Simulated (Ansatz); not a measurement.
CaB₆ (space group Pm-3m)

```
CELL_PARAMETERS angstrom
      4.14779     0.00000     0.00000
      0.00000     4.14779     0.00000
      0.00000     0.00000     4.14779
ATOMIC_POSITIONS crystal
  Ca 0.00000 0.00000 0.00000
  B  0.20178 0.50000 0.50000
  B  0.79822 0.50000 0.50000
  B  0.50000 0.20178 0.50000
  B  0.50000 0.79822 0.50000
  B  0.50000 0.50000 0.20178
  B  0.50000 0.50000 0.79822
```

E(V) scan at fixed shape, V₀ the volume above. The atoms relax within the cell's symmetry.

The numbers are results of PBE (plane waves to 420 eV, PAW, scalar-relativistic; Ansatz, an electronic-structure program), not measurements. k mesh 8×8×8 (Γ-centred), Fermi-Dirac smearing 0.05 eV. Energies are smeared free energies. Stress and pressure are positive under compression. CaB6 was relaxed with its symmetry unable to fall. The zero of ΔE is the relaxed starting cell.

```
V (Å³/atom)  P (GPa)  ΔE (kJ/mol of atoms)
-----------  -------  --------------------
8.563           35.3                     ?
8.971           23.9                   8.0
9.379              ?                   3.3
9.786            6.5                   0.8
10.194           0.0                   0.0
10.602          -5.5                   0.7
11.010             ?                   2.6
11.417         -13.7                   5.5
11.825         -16.9                   9.3
```

Question: What belongs in the gaps?

Answer: 
- 8.563, ΔE (kJ/mol of atoms): 15.2
- 9.379, P (GPa): 14.4
- 11.010, P (GPa): -10.0

(A scan under strain: stresses follow from slopes of the energy per volume, elastic moduli from its curvatures.)
